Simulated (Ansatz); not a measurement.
## Does relaxation matter for the field gradients of ZnS with Se replacing S?

Start: a supercell of ZnS (space group P6_3mc) built from a COD entry, with all atoms left at the host's positions.

Space group P31m (No. 157); a = 6.6211, c = 12.5200 Å, γ = 120.00°.

```csv
site,Wyckoff,site symmetry,x,y,z
Zn1,3c,..m,0.6667,0.6667,0.0000
Zn4,3c,..m,0.6667,0.6667,0.5000
Zn7,1a,3.m,0.0000,0.0000,0.2500
Zn8,2b,3..,0.3333,0.6667,0.2500
Zn10,3c,..m,0.0000,0.6667,0.7500
S13,3c,..m,0.6667,0.6667,0.1875
S16,3c,..m,0.6667,0.6667,0.6875
Se,1a,3.m,0.0000,0.0000,0.4375
S20,2b,3..,0.3333,0.6667,0.4375
S22,3c,..m,0.0000,0.6667,0.9375
```

One atom of each set is listed.

Level of theory: DFT, PBE, plane waves and PAW, scalar-relativistic, 420 eV cutoff, Γ-centred 3×3×2 k-points, Fermi–Dirac smearing 0.01 eV (Ansatz 0.2.0).

The largest force at the start is 0.79 eV/Å. Relaxing the ions at fixed cell moves them by 0.088 Å at most (atom 7, Zn) and 0.038 Å rms. End positions:

Zn1 (0.6653, 0.6653, 0.9993)
Zn4 (0.6550, 0.6550, 0.5029)
Zn7 (0.0000, 0.0000, 0.2429)
Zn8 (0.3333, 0.6667, 0.2495)
Zn10 (0.0000, 0.6676, 0.7509)
S13 (0.6646, 0.6646, 0.1856)
S16 (0.6651, 0.6651, 0.6890)
Se (0.0000, 0.0000, 0.4375)
S20 (0.3333, 0.6667, 0.4370)
S22 (0.0000, 0.6678, 0.9377)

```
site  moved (Å)                  first shell before                   first shell after  V_zz before (10²¹ V/m²)  η before
 Zn1      0.013                  4 S at 2.34–2.35 Å                  4 S at 2.33–2.34 Å                     0.20      0.06
 Zn4      0.086  3 S at 2.34–2.35 Å, 1 Se at 2.34 Å  3 S at 2.32–2.33 Å, 1 Se at 2.43 Å                    -0.97      0.27
 Zn7      0.088       3 S at 2.34 Å, 1 Se at 2.35 Å       3 S at 2.33 Å, 1 Se at 2.44 Å                    -0.89      0.00
 Zn8      0.006                  4 S at 2.34–2.35 Å                  4 S at 2.34–2.35 Å                    0.027      0.00
Zn10      0.013                  4 S at 2.34–2.35 Å                       4 S at 2.34 Å                   -0.028      0.12
 S13      0.027                 4 Zn at 2.34–2.35 Å                 4 Zn at 2.33–2.34 Å                    -0.13      0.88
 S16      0.022                 4 Zn at 2.34–2.35 Å                 4 Zn at 2.33–2.34 Å                    0.098      0.57
  Se      0.000                 4 Zn at 2.34–2.35 Å                 4 Zn at 2.43–2.44 Å                     0.52      0.00
 S20      0.007                 4 Zn at 2.34–2.35 Å                 4 Zn at 2.32–2.35 Å                     0.40      0.00
 S22      0.008                 4 Zn at 2.34–2.35 Å                      4 Zn at 2.34 Å                     0.21      0.09
```

(1) What are V_zz and η after the relaxation?

## Answers

(1) 

```json
{"site": "Zn1", "V_zz after": "-0.17", "η after": "0.58", "change of V_zz": "–"}
{"site": "Zn4", "V_zz after": "0.74", "η after": "0.29", "change of V_zz": "+1.71"}
{"site": "Zn7", "V_zz after": "0.61", "η after": "0.00", "change of V_zz": "+1.50"}
{"site": "Zn8", "V_zz after": "-0.009", "η after": "0.00", "change of V_zz": "-0.04"}
{"site": "Zn10", "V_zz after": "-0.15", "η after": "0.14", "change of V_zz": "–"}
{"site": "S13", "V_zz after": "0.42", "η after": "0.86", "change of V_zz": "–"}
{"site": "S16", "V_zz after": "0.51", "η after": "0.59", "change of V_zz": "+0.41"}
{"site": "Se", "V_zz after": "1.15", "η after": "0.00", "change of V_zz": "+0.63"}
{"site": "S20", "V_zz after": "1.05", "η after": "0.00", "change of V_zz": "+0.65"}
{"site": "S22", "V_zz after": "-0.13", "η after": "0.12", "change of V_zz": "–"}
```

The largest change of V_zz along a kept axis is on Zn4, from -0.97 to 0.74. In per cent, |V_zz| changes by +122 on Se (all sites that start above 0.5, bar those whose gradient vanishes or changes sign or whose main axis turns by over 40°). On Zn4 V_xx and V_yy change places (or their axes turn by over 50°), so the two values of η hide a larger change. V_zz changes sign on Zn4 (axis turned by 16°), Zn7 (same axis). On S22, Zn1, S13, Zn10 the largest principal value lies along another axis in the second run, so the two V_zz can't be compared directly.

The defect repeats with the cell of 24 atoms, so it feels its images: sites between two images don't show the values beside a lone defect, and zeros or small values of η there can come from the images' arrangement. S and Zn carry a gradient in the pure host already, so the values there aren't the defect's effect alone.
Before: The neighbours have not yet relaxed around the defect (largest force 0.79 eV/Å), so a real crystal will differ.
After: The relaxation keeps the site symmetry 3m of the start, so the impurity can move only along its axis; a start off the site could end lower.
